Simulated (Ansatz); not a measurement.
Given:

TiC (rock salt), conventional cell a = b = c = 4.333 Å, α = β = γ = 90.00°. The calculation uses the primitive cell of 2 atoms, to which meshes and values per cell refer.

This relaxed cell (volume V₀) is scaled evenly in all directions, its shape held. Symmetry pins the atoms to their sites.

These are PBE (plane waves to 420 eV, PAW, scalar-relativistic; Ansatz, an electronic-structure program) values and carry that method's errors. k mesh 18×18×18 (Γ-centred), Fermi-Dirac smearing 0.05 eV. Energies are smeared free energies. Stress and pressure are positive under compression. TiC is run without spin polarisation. TiC was relaxed with its symmetry unable to fall. ΔE is measured from the relaxed starting cell.

The scan covers V/V₀ from 0.940 to 1.060 in 13 points.

Task: What is ΔE at V/V₀ = 0.940?

Result: 32 meV/atom.

Task: What is ΔE at V/V₀ = 1.060?

Result: 26 meV/atom.

Task: What pressure does the cell carry at V/V₀ = 0.940?

Result: 17.5 GPa.

(A scan under strain: stresses follow from slopes of the energy per volume, elastic moduli from its curvatures.)
